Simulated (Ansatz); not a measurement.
BaZrS3:
```
BaZrS3
1.0
    7.07413     0.00000     0.00000
    0.00000     9.90917     0.00000
    0.00000     0.00000     6.92307
Ba Zr S
4 4 12
Direct
  0.44572   0.25000   0.98774
  0.94572   0.25000   0.51226
  0.55428   0.75000   0.01226
  0.05428   0.75000   0.48774
  0.00000   0.00000   0.00000
  0.50000   0.50000   0.50000
  0.00000   0.50000   0.00000
  0.50000   0.00000   0.50000
  0.00577   0.25000   0.06551
  0.50577   0.25000   0.43449
  0.99423   0.75000   0.93449
  0.49423   0.75000   0.56551
  0.29194   0.53443   0.20758
  0.79194   0.96557   0.29242
  0.70806   0.03443   0.79242
  0.20806   0.46557   0.70758
  0.70806   0.46557   0.79242
  0.20806   0.03443   0.70758
  0.29194   0.96557   0.20758
  0.79194   0.53443   0.29242
```

Relaxed with PBEsol. Special points in fractions of this cell's reciprocal vectors: Γ (0.000, 0.000, 0.000); X (0.500, 0.000, 0.000); S (0.500, 0.500, 0.000); Y (0.000, 0.500, 0.000); Z (0.000, 0.000, 0.500); U (0.500, 0.000, 0.500); R (0.500, 0.500, 0.500); T (0.000, 0.500, 0.500).

Q: List the band energies nearest the valence-band maximum at these points for PBEsol (plane waves, PAW; program Ansatz).

A: In eV from the valence-band maximum; about four levels below and three above (degenerate sets whole), none deeper than 8.9 eV; points with the same levels are listed once.

```json
[
 {"k": "Γ", "below": "-0.21 -0.03 -0.01 0.00", "above": "0.92 1.03 1.10"},
 {"k": "X", "below": "-0.59 -0.59 -0.23 -0.23", "above": "2.01 2.01 2.14 2.14"},
 {"k": "S", "below": "-0.35 -0.35 -0.35 -0.35", "above": "2.38 2.38 2.38 2.38"},
 {"k": "Y", "below": "-0.29 -0.29 -0.26 -0.26", "above": "1.14 1.14 2.02 2.02"},
 {"k": "Z", "below": "-0.52 -0.52 -0.33 -0.33", "above": "2.06 2.06 2.15 2.15"},
 {"k": "U", "below": "-0.37 -0.37 -0.10 -0.10", "above": "1.04 1.04 2.48 2.48"},
 {"k": "R", "below": "-0.40 -0.40 -0.40 -0.40", "above": "2.15 2.15 2.15 2.15"},
 {"k": "T", "below": "-0.42 -0.42 -0.32 -0.32", "above": "2.30 2.30 2.32 2.32"}
]
```

Space group Pnma. Symmetry was held in the PBEsol relaxation. No spin polarisation was allowed. Spin–orbit coupling is left out wherever it is not named.

Potentials: the later of the program's two PAW sets.
